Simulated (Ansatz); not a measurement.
**Spin-resolved density of states of EuCuO2 (R-3m)**

The source of the geometry is a structure as deposited in COD; atoms and cell stay fixed.

Functional, mesh and filling: LDA, 9×9×9 k mesh, Fermi–Dirac smearing of 0.03 eV. LAPW is all-electron LAPW in Ansatz 0.2.0. Site moments are integrated in spheres about the atoms. DFT+U (Dudarev's form): U = 3.0 eV on Eu f.

The run was typed so:

```yaml
crystal:
  lattice:
    - [1.815, 1.0478907386, 5.69]
    - [-1.815, 1.0478907386, 5.69]
    - [0.0, -2.0957814772, 5.69]
  atoms:
    - { symbol: Eu, position: [0.5, 0.5, 0.5], spin: 7.0 }
    - { symbol: Cu, position: [0.0, 0.0, 0.0] }
    - { symbol: O, position: [0.108, 0.108, 0.108] }
    - { symbol: O, position: [0.892, 0.892, 0.892] }
magnetization:
  spin_polarized: true
kpoints:
  mp_grid: { grid: [9, 9, 9] }
scf:
  occupations: { method: fermi_dirac, width: 0.03 }
hamiltonian:
  xc: lda
  pseudopotentials: { kind: all_electron, lapw: { basis_error: 0.001 } }
  hubbard: { sites: [{ species: Eu, l: f, u_eff: 3 }] }
output:
  forces: true
  stress: true
  eigenvalues: true
  hubbard: { sites: [{ species: Eu, l: f }, { species: Cu, l: d }] }
  populations: true
  dos: { projected: true, de: 0.1, e_range: [-10, 8] }
```

Command: `ansatz run input.yaml --threads 2 --pin off --max-ram 6144MiB --backend cpu --events-out ev --progress --plain --runs-dir out`

Density of states, smoothed by a Gaussian of 0.15 eV:

```tsv
E − E_F (eV)	majority (states/eV/cell)	minority (states/eV/cell)
-7.00	0.00	0.00
-6.70	0.00	0.00
-6.40	0.00	0.00
-6.10	0.01	0.00
-5.80	0.12	0.09
-5.50	0.64	0.53
-5.20	1.49	1.36
-4.90	1.00	1.12
-4.60	0.43	0.32
-4.30	2.17	1.55
-4.00	2.64	2.64
-3.70	3.68	2.49
-3.40	3.48	2.53
-3.10	2.98	2.53
-2.80	1.93	2.96
-2.50	7.92	1.59
-2.20	8.11	0.67
-1.90	3.57	1.60
-1.60	4.10	3.68
-1.30	3.59	2.57
-1.00	2.61	2.99
-0.70	3.87	4.48
-0.40	1.90	0.91
-0.10	0.64	0.01
0.20	2.26	0.00
0.50	0.81	0.00
0.80	0.01	0.00
1.10	0.00	0.00
1.40	0.00	0.00
1.70	0.00	0.00
2.00	0.00	0.00
2.30	0.07	0.04
2.60	0.59	0.62
2.90	1.73	1.97
3.20	0.79	0.67
3.50	0.16	0.06
3.80	0.03	0.08
4.10	0.41	1.13
4.40	1.79	3.99
```

Problem. What spin moment does the cell carry?

Solution. 6.00 μB. Site moments (μB): Eu1 6.06, Cu2 -0.08, O3 -0.07, O4 -0.07.

Löwdin populations of d and f shells (filled inner shells left out):

```
 shell    up  down
Eu1 5d  0.93  0.85
Eu1 4f  6.22  0.09
Cu2 3d  4.77  4.84
```

Spin–orbit coupling is left out although heavy atoms are present. With open f shells a run can end in a state that isn't the lowest. The magnetic state is the one that this cell and start allow. It needn't be the compound's measured order, which may need a larger cell or be absent.
